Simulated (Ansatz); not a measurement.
**Structures of Rb2Y: which is lowest?**

Plane-wave DFT in Ansatz with scalar-relativistic PAW potentials, cutoff 420 eV, Γ-centred meshes chosen by cell and gap, Gaussian smearing with energies taken to zero width. Every cell was relaxed (cell and atoms) in a run of its own, within the symmetry of its start. Functional: PBE.

Relaxed structures (starts from databases or built by putting these elements on another compound's sites):
A. Fm-3m, 3 atoms in the computed cell, a = 9.892 Å; sites (symmetry × multiplicity) Rb -43m × 8, Y m-3m × 4; start: built
B. P4/nmm, 6 atoms in the computed cell, a = 4.963 Å, c = 16.055 Å; sites (symmetry × multiplicity) Rb -4m2 × 2 + 4mm × 2, Y 4mm × 2; start: built

Question: Rank them by energy. Could pressure change the order?

Answer:
| structure | group | E − E(lowest) (meV/atom) | V (Å³/atom) | gap on mesh (eV) |
| --- | --- | --- | --- | --- |
| B | P4/nmm | 0.0 | 65.92 | 0.00 |
| A | Fm-3m | 406 | 80.66 | 0.00 |

B is lowest, 406 meV/atom under A. The lowest is also the densest of these, so pressure wouldn't bring one of the others in at first order. Other structures may lie lower than all of these, and vibrations aren't counted.